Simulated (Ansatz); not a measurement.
Sb3Au in space group Im-3m (No. 229; Sb on 6b, Au on 2a) under volume change, the program Ansatz at the r²SCAN level (PAW), scaled uniformly.

```csv
V (Å³/atom),E − E(relaxed) (meV/atom),P (GPa)
23.572,58.7,8.87
24.349,24.4,5.36
25.126,5.7,2.44
25.903,0.0,0.00
26.680,[?],[?]
27.458,[?],[?]
28.235,40.8,-5.14
```

**Question.** Some entries are withheld; supply them.

**Answer.** 
- 27.458, E − E(relaxed) (meV/atom): 19.2
- 27.458, P (GPa): -3.73
- 26.680, E − E(relaxed) (meV/atom): 5.1
- 26.680, P (GPa): -2.03

**Question.** What does a third-order Birch–Murnaghan fit give for V₀, B₀ and B′?

**Answer.** V₀ = 25.90 Å³/atom, B₀ = 74.1 GPa, B′ = 5.0.

The workflow started from an entry of the Crystallography Open Database (COD). Whether it is the stable phase at ambient conditions was not checked. The cell was relaxed with r²SCAN under the symmetry of its start; whether a distortion lowers the energy is not shown. Scalar-relativistic: spin–orbit coupling is off unless named, which matters more the heavier the elements.

Potentials: the later of the program's two PAW sets.
